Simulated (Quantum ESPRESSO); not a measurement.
```cif
data_As2GaIn
_chemical_formula_sum 'Ga1 As2 In1'
_space_group_name_H-M_alt 'P-4m2'
_space_group_IT_number 115
_space_group_name_Hall 'P -4 -2'
_cell_length_a 4.15054
_cell_length_b 4.15054
_cell_length_c 5.89710
_cell_angle_alpha 90.000
_cell_angle_beta 90.000
_cell_angle_gamma 90.000
loop_
_atom_site_label
_atom_site_type_symbol
_atom_site_symmetry_multiplicity
_atom_site_Wyckoff_symbol
_atom_site_fract_x
_atom_site_fract_y
_atom_site_fract_z
_atom_site_occupancy
Ga1 Ga 1 b 0.50000 0.50000 0.00000 1
As1 As 2 g 0.00000 0.50000 0.23008 1
In1 In 1 d 0.00000 0.00000 0.50000 1
```

Cell and atoms were relaxed with PBEsol from Materials Project entry mp-1223781, within its symmetry.

Problem. What does PBEsol (Quantum ESPRESSO, PseudoDojo norm-conserving, 84 Ry, with spin-orbit coupling) give for the electronic structure near the Fermi level?

Solution. The PBEsol gap is 0.09 eV and nearly direct: the edges lie at 14 % of the way from Γ to X and Γ, the smallest direct gap within 0.02 eV of it. Another valence extremum on the path lies within 0.02 eV, too close to call. 

The structure is a Materials Project entry; no match was found in the copy of COD used, and its stability was not checked.
